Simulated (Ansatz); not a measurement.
## Kick test of a cell of AgB2

The cell was found from a structure generator's guess, not taken from experiment.

Computed with Ansatz, DFT PBE, scalar-relativistic, plane waves, PAW. Cutoff 420 eV; k points 22×22×22 on the computed 3-atom cell (Γ-centred); Gaussian smearing, width 0.10 eV; no spin polarisation.

The cell below (3 atoms, space group I4/mmm (No. 139)) is relaxed within its symmetry.

```
CELL_PARAMETERS angstrom
-1.39960 1.39960 3.95374
1.39960 -1.39960 3.95374
1.39960 1.39960 -3.95374
ATOMIC_POSITIONS crystal
Ag 0.50000 0.50000 0.00000
B 0.25000 0.75000 0.50000
B 0.75000 0.25000 0.50000
```

For the test a repeat of it with 6 atoms (edges 2.80, 4.42, 5.60 Å) was strained at random (σ = 1.5 % a component), the atoms were moved at random (σ = 0.05 Å), and all was relaxed again on a coarse 8×8×4 mesh (in the run’s order of axes) with 0.20 eV smearing, with no symmetry imposed.

The cell is a metal run without spin; a magnetic state may lie lower.

**Question.** Does it come back?

**Answer.** It doesn't return. The energy falls by 549 meV/atom on that mesh, the volume changes by 9.5 %, and the end has space group Cm (No. 8) at a loose tolerance. Relaxed again on a 14×14×8 mesh with 0.10 eV smearing, the new structure lies 556 meV/atom below the first (mesh in the axes of the run's cell; the cell below is made exact in the group named). Space group Cm (No. 8), monoclinic, a = 9.669 Å, b = 2.946 Å, c = 4.796 Å, β = 96.5°. Ag on its first site has 1 B at 2.29 Å, 1 B at 2.47 Å and 3 B at 2.61–2.73 Å; Ag on its second site has 3 B at 2.38–2.48 Å, 2 B at 2.70 Å, 2 Ag at 2.76 Å and 2 B at 2.85 Å; around B on its first site lie 4 B at 1.73–1.77 Å, 1 Ag at 2.29 Å and 2 Ag at 2.70 Å; B on its second site is surrounded by 2 B at 1.69–1.70 Å and 3 Ag at 2.38–2.47 Å; 2 more sites not described.

```cif
data_structure
_symmetry_space_group_name_H-M 'Cm'
_symmetry_Int_Tables_number 8
_cell_length_a 9.6693
_cell_length_b 2.9460
_cell_length_c 4.7962
_cell_angle_alpha 90.000
_cell_angle_beta 96.460
_cell_angle_gamma 90.000
_cell_volume 135.76
loop_
_atom_site_label
_atom_site_type_symbol
_atom_site_symmetry_multiplicity
_atom_site_Wyckoff_symbol
_atom_site_fract_x
_atom_site_fract_y
_atom_site_fract_z
_atom_site_occupancy
Ag1 Ag 2 a 0.35181 0.50000 0.84011 1
Ag2 Ag 2 a 0.31950 0.00000 0.31627 1
B1 B 2 a 0.03178 0.00000 0.56652 1
B2 B 2 a 0.14641 0.50000 0.10151 1
B3 B 2 a 0.06793 0.50000 0.76640 1
B4 B 2 a 0.07711 0.50000 0.40919 1
```
